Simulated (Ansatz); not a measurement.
CaF2:
```xyz
6
Lattice="3.4695 0.0000 0.0000 0.0000 4.1057 0.0000 0.0000 0.0000 5.8763" Properties=species:S:1:pos:R:3 pbc="T T T"
Ca     0.0000     0.5920     4.1259
Ca     0.0000     3.5137     1.1878
F      1.7348     0.3636     5.7559
F      1.7348     3.7421     2.8178
F      0.0000     2.5969     5.0027
F      0.0000     1.5088     2.0646
```

Relaxed with PBEsol. PBEsol (plane waves, PAW; program Ansatz) gives a gap of 6.32 eV.

Task: What gap does HSE06 give on the same cell (Ansatz, PAW)?

Result: 8.63 eV, 2.31 eV more. The hybrid was solved on a coarser mesh and at special points; the gap given is the minimum over both.

Cost on shared cores: the PBEsol run (SCF on a 8×7×5 mesh, then bands and DOS) around 90 core-seconds (rough), the HSE06 run (SCF on 5×4×3, then a few points) very roughly 100 core-seconds; the tasks are unlike.

Space group Pmc2_1. The workflow started from a Materials Project entry (that database holds measured and hypothetical structures alike); the Crystallography Open Database copy checked does not list it. It is not the phase usual at ambient conditions (space group No. 225). Symmetry was held in the PBEsol relaxation; whether a distortion lowers the energy is not shown.

Potentials: the later of the program's two PAW sets.
